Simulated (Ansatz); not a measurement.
**²³Na nuclear quadrupole resonance in Na6BeO4**

Cell: a Materials Project structure (computed, not necessarily an observed phase), atoms as given.

Space group P6_3mc (No. 186); a = 7.3146, c = 5.7681 Å, γ = 120.00°.

| site | Wyckoff | site symmetry | x | y | z |
| --- | --- | --- | --- | --- | --- |
| Na1 | 6c | .m. | 0.8555 | 0.7109 | 0.8896 |
| Na2 | 6c | .m. | 0.5334 | 0.4666 | 0.2135 |
| Be | 2b | 3m. | 0.6667 | 0.3333 | 0.6075 |
| O15 | 6c | .m. | 0.7977 | 0.5954 | 0.5071 |
| O16 | 2b | 3m. | 0.6667 | 0.3333 | 0.9024 |

One atom of each set is listed.

Method: Kohn–Sham DFT in Ansatz, PBE, plane waves and PAW, scalar-relativistic, 420 eV cutoff, Γ-centred 4×4×4 k-points, Fermi–Dirac smearing 0.02 eV.

²³Na: I = 3/2, Q = 104.0 mb (year-2017 value). Static lattice, zero field.

Task: Predict the zero-field ²³Na lines of each site.

Result: For I = 3/2 there is one line, ν = (|C_Q|/2)(1 + η²/3)^½.

| site | atoms | V_zz (10²¹ V/m²) | C_Q (MHz) | η | line frequencies (MHz) |
| --- | --- | --- | --- | --- | --- |
| Na1 | 6 | 1.48 | 3.73 | 0.33 | 1.90 |
| Na2 | 6 | -1.44 | -3.62 | 0.03 | 1.81 |
